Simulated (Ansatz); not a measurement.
A distorted cell of LiCl (rock salt):

```
CELL_PARAMETERS angstrom
      0.00000     2.57520     2.57520
      2.57520     0.00000     2.57520
      2.57520     2.57520     0.00000
ATOMIC_POSITIONS crystal
  Cl 0.95961 0.95961 0.04039
  Li 0.50000 0.50000 0.50000
```

The numbers are results of PBE (plane waves to 420 eV, PAW, scalar-relativistic; Ansatz, a first-principles code), not measurements. k mesh 9×9×9 (Γ-centred), Fermi-Dirac smearing 0.05 eV. Energies are smeared free energies. Stress and pressure are positive under compression. LiCl was relaxed with its symmetry unable to fall.

Question: What forces act on the atoms (eV/Å, Cartesian)?

Answer: 
```json
[
 {"atom": "Cl1", "Fx": "0.000", "Fy": "0.000", "Fz": "0.182"},
 {"atom": "Li2", "Fx": "0.000", "Fy": "0.000", "Fz": "-0.182"}
]
```

Question: Give the stress tensor in GPa and the pressure.

Answer: 
```
   -0.1      0.0      0.0
    0.0     -0.1      0.0
    0.0      0.0      1.7
```
The pressure, a third of the trace, is 0.5 GPa.

Question: In it atom 1 sits (0.000, 0.000, -0.208) Å away from its relaxed site. What is its energy relative to the relaxed cell?

Answer: 15.9 meV/cell.

(For displaced atoms, the force is minus the slope of the energy, and its curvature is a force constant, which sets phonon frequencies.)
